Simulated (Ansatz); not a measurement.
NaF:
Space group P6₃/mmc (No. 194); a = 3.892 Å, b = 3.892 Å, c = 4.585 Å, α = 90.00°, β = 90.00°, γ = 120.00°

```tsv
atom	site	symmetry	x	y	z
Na	2d	-6m2	0.6667	0.3333	0.2500
F	2c	-6m2	0.3333	0.6667	0.2500
```

This is the PBEsol-relaxed structure.

Problem. All from PBEsol (plane waves, PAW; program Ansatz), unless another level is named. Predict the vibrational entropy at 300 K.

Solution. 27.0 J/(K·mol of atoms).

Problem. Next, the highest zone-centre frequency (without LO–TO term)?

Solution. 35.9 meV.

Problem. Give the Poisson's ratio.

Solution. 0.34.

Space group P6_3/mmc. The start of the workflow was typed in or built on a structure type; neither database checked (COD, Materials Project) lists it. It is not the phase usual at ambient conditions (space group No. 225). The PBEsol relaxation kept the symmetry of its start; phonons on a q-mesh show no instability.

Potentials: the later of the program's two PAW sets.
